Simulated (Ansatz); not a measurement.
Si:
Space group I4₁/amd, origin choice 1 (No. 141); a = b = 4.7649 Å, c = 2.6104 Å, α = β = γ = 90.00°

```tsv
atom	site	symmetry	x	y	z
Si	4b	-4m2	0.0000	0.0000	0.5000
```
(The calculation used a cell of 2 atoms; values per cell refer to that cell.)

Relaxed at zero pressure with plane-wave PAW LDA (Ansatz code).

Problem. The volume is lowered by 9 % and shape and atoms relax at that volume. What pressure results, and how do the axes share the change?

Solution. 13.5 GPa; a -3.0 %, b -3.0 %, c -3.3 %; the energy rises by 52 meV/atom.

Problem. Give the new structure.

Solution. 
Space group I4₁/amd, origin choice 1 (No. 141); a = 4.6228 Å, b = 4.6228 Å, c = 2.5238 Å, α = 90.00°, β = 90.00°, γ = 90.00°

```tsv
atom	site	symmetry	x	y	z
Si	4b	-4m2	0.0000	0.0000	0.5000
```

The phase is kept; no other phase was compared at this pressure.

Space group I4_1/amd (β-Sn type). This is a known high-pressure phase of the composition, computed here at zero pressure and temperature. The cell was relaxed with LDA under the symmetry of its start; of distortions, only those at the zone centre were tested.

Potentials: the later of the program's two PAW sets.
